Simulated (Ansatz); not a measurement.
An Ansatz input:

```yaml
crystal:
  lattice:
    - [14.0, 0.0, 0.0]
    - [0.0, 14.4, 0.0]
    - [0.0, 0.0, 14.8]
  atoms:
    - { symbol: Te, position: [0.5, 0.5, 0.5], spin: 2.0 }
  symmetry: { detect: false, time_reversal: true }
hamiltonian:
  xc: blyp
  pseudopotentials:
    kind: paw
    azcp:
      Te: "pseudopotentials/Te.paw.azcp"
basis:
  ecutwfc: 420
  fft_grid_basis: typed
kpoints:
  mp_grid: { grid: [1, 1, 1], shift: [0, 0, 0] }
magnetization:
  spin_polarized: true
scf:
  occupations: { method: fermi_dirac, width: 0.01 }
```

Output

```
Engine: ansatz 0.2.0, x86_64-unknown-linux-gnu
Pseudopotentials: kind: paw
Pseudopotential: Te, paw, valence charge 16, recommended cutoff 420 eV (normal) 
Functional definition: BLYP
  parameter beta = 0.0042
  parameter a = 0.04918
  parameter b = 0.132
  parameter c = 0.2533
  parameter d = 0.349
  exchange = b88_x(beta = beta)
  correlation = lyp_c(a = a, b = b, c = c, d = d)
Crystal: 1 atoms, lattice volume = 2983.680 Å³
Basis set: ecut = 420 eV, 58327 PW (Γ), exchange–correlation on 192×200×200 points (8 copies of the dense FFT grid, shifted against one another)
Bands: 13, of which v1, the nominal top of the filled ones, is band 8 counted from 1 (7 counted from 0)
Symmetry: 1 space group operations
k-points: 1
Non-local potential: Te, projectors of the file, l = 0: 2, l = 1: 2, l = 2: 2, l = 3: 2
PAW form: soft (Blöchl's): semilocal exchange-correlation on the pseudo side does not see the compensation charge
PAW frozen core: Te, regenerated for the run's functional, and the local potential with it (the file was generated under x = pbe(κ = 0.804, μ = 0.2195149727645171), c = pbe(β = 0.06672455060314922))
PAW one-centre angular grid: Te, 590 points (default); XC on 64 Gauss nodes
Initial density: superposition of atomic densities (neutral atoms: chi_scale 0, normalization atom)
Starting moments: Σ|m| = 2 μB on 1 of 1 site
Initial wavefunctions: pseudopotential atomic-orbital guess
Functional: x = b88, c = lyp
iter 1 solved again at ethr=4.52e-6 eV; its pass at ethr=3.10e-3 eV (dr2=7.24e-4 eV) is discarded
SCF iter   1: F=—  HF=-6994.690055 eV  |F-HF|=—  |Δ(HF+E_count)|=         —  Δρ=9.20e-3 (↑9.20e-3 ↓9.06e-3)  dr2=8.63e-4  dr2_m=2.28e0  M=2.000 μB ∫|m|=2.000 μB  β_m=0.30  ethr=4.52e-6  ⟨swp⟩=4.0  Hψ=269  notcnv=0
spin=Collinear: Resta preconditioning applied to the charge; magnetization (m = ρ↑ − ρ↓) channel mixes plain (no charge-response kernel on spin).
SCF iter   2: F=—  HF=-6994.932781 eV  |F-HF|=—  |Δ(HF+E_count)|=   2.43e-1  Δρ=6.50e-3 (↑6.50e-3 ↓6.42e-3)  dr2=3.64e-4  dr2_m=1.14e0  M=2.000 μB ∫|m|=2.000 μB  β_m=0.30  ethr=4.52e-6  ⟨swp⟩=4.0  Hψ=60  notcnv=0
spin-set hold released at iteration 2 (site moments show no strong build): the magnetisation degrees of freedom join the quasi-Newton model from the next iteration; the mixer history was kept
...
SCF 1 converged in 13 iterations: F = -6995.177952 eV  dr2 = 5.36e-10
...
SCF iter  12: F=—  HF=-6995.180854 eV  |F-HF|=—  |Δ(HF+E_count)|=   3.79e-6  Δρ=1.56e-6 (↑1.56e-6 ↓1.18e-6)  dr2=1.65e-7  dr2_m=3.12e-8  M=2.000 μB ∫|m|=2.000 μB  ethr=7.23e-10  ⟨swp⟩=6.5  Hψ=152  notcnv=0
SCF iter  13: F=—  HF=-6995.180858 eV  |F-HF|=—  |Δ(HF+E_count)|=   3.44e-6  Δρ=1.50e-6 (↑1.50e-6 ↓6.56e-7)  dr2=1.96e-7  dr2_m=9.47e-9  M=2.000 μB ∫|m|=2.000 μB  ethr=7.23e-10  ⟨swp⟩=6.5  Hψ=152  notcnv=0
SCF iter  14: F=—  HF=-6995.180859 eV  |F-HF|=—  |Δ(HF+E_count)|=   1.64e-6  Δρ=1.44e-6 (↑1.44e-6 ↓1.06e-6)  dr2=1.89e-7  dr2_m=1.17e-8  M=2.000 μB ∫|m|=2.000 μB  ethr=7.23e-10  ⟨swp⟩=6.5  Hψ=146  notcnv=0
SCF iter  15: F=—  HF=-6995.180860 eV  |F-HF|=—  |Δ(HF+E_count)|=   6.14e-7  Δρ=2.75e-6 (↑9.62e-7 ↓2.75e-6)  dr2=2.66e-7  dr2_m=7.76e-8  M=2.000 μB ∫|m|=2.000 μB  ethr=7.23e-10  ⟨swp⟩=5.0  Hψ=135  notcnv=0
SCF iter  16: F=—  HF=-6995.180861 eV  |F-HF|=—  |Δ(HF+E_count)|=   6.60e-7  Δρ=1.54e-6 (↑7.85e-7 ↓1.54e-6)  dr2=8.49e-8  dr2_m=2.93e-8  M=2.000 μB ∫|m|=2.000 μB  ethr=6.25e-10  ⟨swp⟩=4.5  Hψ=132  notcnv=0
SCF iter  17: F=—  HF=-6995.180862 eV  |F-HF|=—  |Δ(HF+E_count)|=   9.07e-7  Δρ=7.61e-7 (↑7.61e-7 ↓6.72e-7)  dr2=5.94e-8  dr2_m=3.67e-9  M=2.000 μB ∫|m|=2.000 μB  ethr=5.30e-10  ⟨swp⟩=5.5  Hψ=137  notcnv=0
SCF iter  18: F=-6995.180862 eV  HF=-6995.180862 eV  |F-HF|=1.27e-8  |Δ(HF+E_count)|=   3.70e-7  Δρ=5.49e-7 (↑5.49e-7 ↓3.35e-7)  dr2=2.19e-8  dr2_m=1.48e-9  M=2.000 μB ∫|m|=2.000 μB  ethr=3.71e-10  ⟨swp⟩=4.5  Hψ=134  notcnv=0
SCF iter  19: F=-6995.180862 eV  HF=-6995.180862 eV  |F-HF|=1.27e-8  |Δ(HF+E_count)|=  1.82e-12  Δρ=5.49e-7 (↑5.49e-7 ↓3.35e-7)  dr2=2.19e-8  dr2_m=1.48e-9  M=2.000 μB ∫|m|=2.000 μB  ethr=1.37e-10  ⟨swp⟩=1.0  Hψ=85  notcnv=0
SCF 2 converged in 19 iterations: F = -6995.180862 eV  dr2 = 2.19e-8
iteration 13: a way down from this close, along which the free energy falls by 0.0027 eV, led to a lower state, with a moment of 2.00 μB
iteration 19: the least curvature of the free energy that was read at this close is 0.005 (0.983 in the run's own bands): near zero (its residual is 0.005), and the free energy falls along no way that was tried (none was if the reading's last walks met no value under 0.05)
smearing (spin ↓): bands 6 to 7 share 0.997 electrons (they would hold 1.000 with every lower band full and every higher one empty; bands counted from 0; each is filled to between 0.4879 and 0.5086 of a full level; at each k-point the levels lie within 8.3e-4 eV, against a smearing width of 0.0100 eV). The entropy term TS of this state is 0.0141 eV
The result is that of the SCF that stage 1 started: 0.0029 eV lower in free energy than the state whose close was followed first; 13 iterations were spent on what was left
SCF converged after 19 iterations
Stability not told: the SCF's own minimisation came to no verdict on its close; the lowest value that the minimisation read is 2.8e-2 (residual 1.7e-4): no lower mode is shown, and none is ruled out
Magnetization: 2.0000 μB (9.0000 up, 7.0000 down)
Absolute magnetization: 2.0037 μB (∫|ρ↑−ρ↓|, with the PAW one-centre terms)
Spin contamination: 0.0018 ħ² per cell (⟨S²⟩ above its minimum at these occupations)
Per-site moments (μB) at R_I (Å): [(1.999999117710115, 5.775)]
Free energy (F): -6995.180862 eV
Harris-Foulkes:  -6995.180862 eV  (|F-HF|=1.27e-8)
Internal energy: -6995.166774 eV  (E = F + TS)
E sigma→0 (E₀):  -6995.173818 eV
Entropy (-TS):   -0.014088 eV (-14.088 meV/atom)
Fermi energy:    -5.039317 eV
--- Per-component energies (eV) ---
  E_band       = -464.313401
  E_kinetic    = 179.357712
  E_local      = -3539.608511  (includes V_loc(G=0)·N_el)
  E_nonlocal   = -312.431436
  E_hartree    = 1842.124638
  E_xc         = -120.427714
  E_vxc        = -98.387939  (∫ρ·V_xc dr)
  E_paw        = -4681.180018  (= ΣΔE_a)
  E_vpaw       = -377.495313  (= ΣTr[D̂ρ^β])
  E_aug_tail   = -0.000205  (compensation charges beyond the density's cutoff)
  E_ewald      = -362.973644
  E_core_change = -0.027597  (= ΣΔE_core)
  E_smearing   = -0.014088  (= −TS)
  E_closure    = 0.000000  (closes the sum)
  Σ components = -6995.180862   (vs F -6995.180862, Δ=0.00e0)
--- Band table (eV) ---
  k-point 0 ↑: bands = ["-41.3901", "-41.3284", "-41.3203", "-41.1287", "-41.1287", "-15.2522", "-6.3542", "-5.9125", "-5.8938", "-0.4276", "0.4283", "0.5493", "0.5705"]
  k-point 0 ↓: bands = ["-41.1650", "-41.1233", "-41.1175", "-40.9825", "-40.9825", "-14.1948", "-5.0397", "-5.0388", "-4.9826", "-0.3326", "0.4640", "0.5880", "0.6252"]
```
